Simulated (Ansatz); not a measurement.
# LiAu₄Se₄Cl₄O₁₂: field gradients at two levels of theory

Cell: a computed structure from the Materials Project (it need not be an observed phase), taken as it stands.

```xyz
25
Lattice="4.7411 0.0000 0.0000 -0.3379 10.1099 0.0000 -0.5366 -1.4779 10.8075" Properties=species:S:1:pos:R:3 pbc="T T T"
Li    2.5171    5.3067    0.0859
Se    1.1194    0.9328    2.8856
Se    3.5048    1.5214    9.5563
Se    0.3858    7.1706    1.2482
Se    2.7923    7.6821    7.8768
Au    4.4742    3.8688    1.9055
Au    4.2053   -1.4668   10.7820
Au   -0.5310    4.7683    8.8925
Au   -0.5889    9.3560    5.3738
Cl    2.6336    4.1625    7.3107
Cl    1.2900    4.4612    3.5026
Cl    2.9613    7.4663    4.7736
Cl    0.9537    1.1280    5.9654
O     1.5252    0.2465    1.3356
O     0.6994    5.2571   10.5719
O     4.4472    1.8928    2.4904
O     3.9059    8.2347    0.6631
O     3.9856    5.8354    1.3751
O    -0.0304    0.4176   10.1137
O     3.2127    3.4512    0.2471
O    -0.5258    6.7457    8.2966
O    -0.1329    9.6313    3.4224
O    -0.0602    2.8170    9.4222
O     2.3559    8.3769    9.4146
O     3.6865    9.0978    7.3253
```

Sites (sets of like atoms) are named by element and the number of their first atom in this list.

First run. Level of theory: DFT, PBE, plane waves and PAW, scalar-relativistic, 420 eV cutoff, Γ-centred 7×3×3 k-points, Fermi–Dirac smearing 0.05 eV (Ansatz 0.2.0).

```tsv
site	atom	V_zz (10²¹ V/m²)	η
Se2	2	-29.7	0.09
Se3	3	-30.4	0.16
Se4	4	-31.0	0.18
Se5	5	-29.7	0.10
Au6	6	6.19	0.92
Au7	7	-6.50	0.22
Au8	8	-3.98	0.17
Au9	9	10.01	0.92
Cl11	11	28.7	0.04
Cl13	13	28.3	0.10
O15	15	13.26	0.68
O20	20	13.10	0.70
O22	22	14.29	0.94
O23	23	14.88	0.93
```

Second run. The same atoms and settings, except that the functional is r2SCAN, the cutoff is 500 eV and the mesh is 7×4×3.

Problem. Given the first result, estimate the second.

Solution. 

```tsv
site	atom	V_zz	η	change of V_zz
Se2	2	-31.7	0.07	-2.05
Se3	3	-32.4	0.16	-1.95
Se4	4	-33.0	0.18	-1.96
Se5	5	-31.7	0.08	-2.06
Au6	6	-5.87	0.19	–
Au7	7	-2.60	0.56	+3.90
Au8	8	5.99	0.62	–
Au9	9	6.72	0.30	-3.29
Cl11	11	28.1	0.05	-0.64
Cl13	13	27.7	0.07	-0.59
O15	15	13.97	0.65	+0.71
O20	20	13.80	0.67	+0.70
O22	22	14.90	0.94	+0.61
O23	23	15.41	0.93	+0.53
```

The largest change of V_zz along a kept axis is on Au7, from -6.50 to -2.60. In per cent, |V_zz| changes by +6 to +7 on Se, -60 to -33 on Au, -2 on Cl, +4 to +5 on O (all sites that start above 2, bar those whose gradient vanishes or changes sign or whose main axis turns by over 40°). Where |V_zz| stays above 0.1 and the axes keep their order, η moves most on Au9, from 0.92 to 0.30. On Au6, Au8 the largest principal value lies along another axis in the second run, so the two V_zz can't be compared directly. The table leaves out 11 of the 25 sites, with |V_zz| up to 29.12; their tensors move by 0.83 at most along any direction. The statements above cover all sites.

Spin–orbit coupling is left out, which shifts gradients on Au by a few per cent in wide-gap crystals, and can shift them far more where the calculated gap is small or absent, as here.
For the first run: The largest force is 0.3 eV/Å, so the atoms aren't at the calculated equilibrium and relaxing them would move these values. With these PAW files V_zz is typically within 2 to 3 % of all-electron values, but misses above 10 % occur on Li.
For the second run: At this cell the principal stresses reach 5 GPa in size with r2SCAN, which can matter for small gradients. The largest force is 1.2 eV/Å, so the atoms aren't at the calculated equilibrium and relaxing them would move these values. With these PAW files V_zz is typically within 2 to 3 % of all-electron values, but misses above 10 % occur on Au, Li.
